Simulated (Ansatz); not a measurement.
The relaxed structure here is a generated cell of VN: the first start was made by placing the elements on the sites of a structure type, and the end was not matched to a known phase here, so it may be hypothetical. Known forms of VN include space group No. 225.

The end point of a relaxation of VN. Space group I4₁/amd (No. 141), AFLOW prototype AB_tI8_141_a_b ("40", as in NbP). Level of theory: PBE (plane waves to 420 eV, PAW, scalar-relativistic; Ansatz, a program for electronic structure).

```cif
data_N2V2
_chemical_formula_sum 'V2 N2'
_space_group_name_H-M_alt 'P 1'
_space_group_IT_number 1
_cell_length_a 5.66288
_cell_length_b 5.66288
_cell_length_c 5.66288
_cell_angle_alpha 151.756
_cell_angle_beta 151.756
_cell_angle_gamma 40.370
loop_
_space_group_symop_operation_xyz
  'x, y, z'
loop_
_atom_site_label
_atom_site_type_symbol
_atom_site_fract_x
_atom_site_fract_y
_atom_site_fract_z
_atom_site_occupancy
V1 V 0.75000 0.25000 0.50000 1
V2 V 0.00000 0.00000 0.00000 1
N1 N 0.50000 0.50000 0.00000 1
N2 N 0.25000 0.75000 0.50000 1
```

Q: What magnetic moment does PBE give?

A: Zero (the starting moments vanished).

No spin polarisation in the result: the starting moments vanished.

The run could not lose the symmetry of its start, so the end can be a saddle point.

All atoms sit on sites fixed by symmetry, so only the cell could relax.
